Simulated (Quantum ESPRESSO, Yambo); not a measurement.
LiLa2O3H (space group Immm, No. 71): one geometry, one set of PBEsol (pw.x of Quantum ESPRESSO, ONCV potentials, without SOC) orbitals, self-energies from Yambo (4×4×4 Γ-centred k mesh, bands 2 to 101 and a 6 Ry block in the screening, 101 bands in G with the Bruneval-Gonze terminator, plasmon pole fitted at 27.2 eV).

| level | gap (0, -0.5, -0.5) → (0.25, 0.25, -0.25) (eV) | direct gap at (-0.5, -0.5, -0.5) (eV) |
|---|---|---|
| PBEsol (Quantum ESPRESSO) | 1.83 | 2.61 |
| exchange only (Hartree-Fock self-energy on PBEsol orbitals) | (withheld) | (withheld) |
| static COHSEX@PBEsol | 3.67 | 4.46 |
| G0W0@PBEsol, plasmon pole | (withheld) | (withheld) |

Problem. Fill in the missing entries.

Solution. 
- exchange only (Hartree-Fock self-energy on PBEsol orbitals), gap (0, -0.5, -0.5) → (0.25, 0.25, -0.25) (eV): 11.13
- exchange only (Hartree-Fock self-energy on PBEsol orbitals), direct gap at (-0.5, -0.5, -0.5) (eV): 11.93
- G0W0@PBEsol, plasmon pole, gap (0, -0.5, -0.5) → (0.25, 0.25, -0.25) (eV): 3.29
- G0W0@PBEsol, plasmon pole, direct gap at (-0.5, -0.5, -0.5) (eV): 4.08

Bare exchange has no screening and gives the widest gap; static COHSEX screens it but leaves out the frequency dependence, which G0W0 restores.

Convergence of the G0W0 settings was not tested.

Geometry of the Materials Project entry, not relaxed at this level; primitive cell a = b = c = 6.9724 Å, α = 150.23°, β = 148.39°, γ = 43.97°.

The structure is a Materials Project entry; no match was found in the copy of COD used, and its stability was not checked.
